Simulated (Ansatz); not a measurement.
TaN (rock salt, space group No. 225) under volume change, r²SCAN (plane waves, PAW; program Ansatz), scaled uniformly.

```
V (Å³/atom)  E − E(relaxed) (meV/atom)  P (GPa)
-----------  -------------------------  -------
9.666                                ?        ?
9.985                             46.9    24.90
10.303                            11.1    11.45
10.622                             0.0     0.00
10.941                               ?        ?
11.259                            37.7   -18.01
11.578                            80.8   -25.04
```

Q: Complete the blanks.

A: 
- 9.666, E − E(relaxed) (meV/atom): 111.7
- 9.666, P (GPa): 40.74
- 10.941, E − E(relaxed) (meV/atom): 9.9
- 10.941, P (GPa): -9.73

Q: What does a third-order Birch–Murnaghan fit give for V₀, B₀ and B′?

A: V₀ = 10.62 Å³/atom, B₀ = 351 GPa, B′ = 4.4.

Space group Fm-3m (rock salt). The r²SCAN relaxation kept the symmetry of its start; of distortions, only those at the zone centre were tested. No spin polarisation was allowed. Scalar-relativistic: spin–orbit coupling is off unless named, which matters more the heavier the elements.

Potentials: the later of the program's two PAW sets.
